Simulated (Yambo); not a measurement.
Yambo run on NaBa$_{2}$ReO$_{6}$ (space group Fm-3m, No. 225). The wavefunctions are PBEsol (Quantum ESPRESSO, PseudoDojo norm-conserving, 88 Ry, scalar-relativistic) ones on a 2×2×2 mesh (40 occupied bands); a = b = c = 5.9548 Å, α = β = γ = 60.00°.

Yambo input:

```
rim_cut
HF_and_locXC
RandQpts= 1000
RandGvec= 1 Ry
EXXRLvcs= 88 Ry
VXCRLvcs= 352 Ry
% QPkrange
 1 | 1 | 40 | 40 |
 3 | 3 | 40 | 41 |
%
```

k points by index: 1 = Γ, 3 = X.

The o-*.hf file then holds:

```
#    K-point    Band    Eo [eV]    Ehf [eV]    Vxc [eV]    Vnlxc [eV]
#
    1    40    0.000000    -4.451935    -19.54248    -23.99442
    3    40    -0.043999    -4.474623    -19.41689    -23.84752
    3    41    1.900366    6.900652    -16.88420    -11.88391
```
Exchange alone, without screening.

Spin-orbit coupling is not included.

Geometry of the Materials Project entry, not relaxed at this level.
